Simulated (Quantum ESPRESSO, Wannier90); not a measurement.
## Tight-binding from DFT: Zn₂SeS (R3m)

Cell from Materials Project (mp-1215446), symmetrised, no further relaxation. Not found in the COD (Crystallography Open Database) copy used; not checked further. Level: PBEsol, no spin polarisation, no spin-orbit coupling; pw.x of Quantum ESPRESSO at 69 Ry with PseudoDojo potentials, 6×6×6 k-points, Wannier90. Density: 10×10×10 mesh, cold smearing 0.01 Ry. Spin-orbit coupling, left out, would split the p-like bands by a few tenths of an eV.

```
begin unit_cell_cart
ang
   -1.9537499426    3.3839941658    0.0000000000
   -3.9074998851    0.0000000000    0.0000000000
   -1.9537499426    1.1279980553    6.3836530000
end unit_cell_cart
mp_grid = 6 6 6
```

Question: Which shells of neighbouring k-points and which b-vectors and weights does Wannier90 pick for this cell and mesh?

Answer: 
```
 *---------------------------------- K-MESH ----------------------------------*
 +----------------------------------------------------------------------------+
 |                    Distance to Nearest-Neighbour Shells                    |
 |                    ------------------------------------                    |
 |          Shell             Distance (Ang^-1)          Multiplicity         |
 |          -----             -----------------          ------------         |
 |             1                   0.164044                      2            |
 |             2                   0.314250                      6            |
 |             3                   0.328087                      2            |
 |             4                   0.328212                      6            |
 |             5                   0.378951                      6            |
 |             6                   0.412933                      6            |
 |             7                   0.492131                      2            |
 |             8                   0.492214                      6            |
       ... (lines left out)
 +----------------------------------------------------------------------------+
 | The b-vectors are chosen automatically                                     |
 | The following shells are used:                       1,  2                 |
 +----------------------------------------------------------------------------+
 |                        Shell   # Nearest-Neighbours                        |
 |                        -----   --------------------                        |
 |                          1               2                                 |
 |                          2               6                                 |
 +----------------------------------------------------------------------------+
 | Completeness relation is fully satisfied [Eq. (B1), PRB 56, 12847 (1997)]  |
 +----------------------------------------------------------------------------+
 |                  b_k Vectors (Ang^-1) and Weights (Ang^2)                  |
 |                  ----------------------------------------                  |
 |            No.         b_k(x)      b_k(y)      b_k(z)        w_b           |
 |            ---        --------------------------------     --------        |
 |             1         0.000000    0.000000    0.164044    17.419969        |
 |             2         0.000000    0.000000   -0.164044    17.419969        |
 |             3        -0.267997   -0.154728   -0.054681     3.480813        |
 |             4         0.000000    0.309456   -0.054681     3.480813        |
 |             5        -0.267997    0.154728    0.054681     3.480813        |
 |             6         0.267997    0.154728    0.054681     3.480813        |
 |             7         0.000000   -0.309456    0.054681     3.480813        |
 |             8         0.267997   -0.154728   -0.054681     3.480813        |
```
